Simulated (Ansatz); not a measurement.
Here is the system:

SnGe$_{3}$:
```yaml
crystal:
  lattice:
    - [4.16626, 0.00000, 0.00000]
    - [0.00000, 4.16626, 0.00000]
    - [0.00000, 0.00000, 5.91910]
  atoms:
    - { symbol: Ge, position: [0.50000, 0.00000, 0.76773] }
    - { symbol: Ge, position: [0.00000, 0.00000, 0.00000] }
    - { symbol: Ge, position: [0.00000, 0.50000, 0.23227] }
    - { symbol: Sn, position: [0.50000, 0.50000, 0.50000] }
```

This is the PBEsol-relaxed structure.

Q: All from the program Ansatz at the PBEsol level (PAW), unless another level is named. Estimate the bulk modulus (Birch–Murnaghan fit).

A: 58.2 GPa.

Q: Predict the highest zone-centre frequency.

A: 7.57 THz.

Space group P-4m2. The start of the workflow was typed in or built on a structure type; neither database checked (COD, Materials Project) lists it. Whether it is the stable phase at ambient conditions was not checked. The cell was relaxed with PBEsol under the symmetry of its start; whether a distortion lowers the energy is not shown. As this level gives no gap, phonon frequencies hold no LO–TO term and depend on the k-mesh and smearing (Fermi–Dirac, 0.1 eV here). Scalar-relativistic: spin–orbit coupling is off unless named, which matters more the heavier the elements.

Potentials: the later of the program's two PAW sets.
